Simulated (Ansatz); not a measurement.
Ru (hcp type), DFT, PBEsol, PAW with Ansatz's default frozen-core files, scalar-relativistic (Ansatz 0.2.0), on 1 thread of Arm Neoverse V2 (shared host).

Command: `ansatz run input.yaml --threads 1 --pin off --max-ram 3584MiB --backend cpu --events-out ev --progress --plain --runs-dir out`

```yaml
crystal:
  lattice:
    - [2.2686753358, 0.0, 0.0]
    - [-1.1343376679, 1.9647304738, 0.0]
    - [0.0, 0.0, 3.675254044]
  atoms:
    - { symbol: Ru, position: [0.3333333333, 0.6666666667, 0.25] }
    - { symbol: Ru, position: [0.6666666667, 0.3333333333, 0.75] }
kpoints:
  mp_grid: { grid: [20, 20, 11] }
scf:
  occupations: { method: fermi_dirac, width: 0.1 }
hamiltonian:
  xc: pbesol
  pseudopotentials: { kind: paw }
output:
  forces: true
  stress: true
  eigenvalues: true
relax:
  f_tol: 0.005
  max_steps: 40
  cell: { p_target: 520.0, stress_tol: 0.26 }
```

(1) How large is the problem that the program sets up?

(2) About how long does it take?

Results:

(1) 264 irreducible k-points, 313 plane waves at Γ, 20 bands.

(2) 22 s of wall time for 31 SCF iterations over 4 geometries. Times on shared machines scatter by tens of per cent.
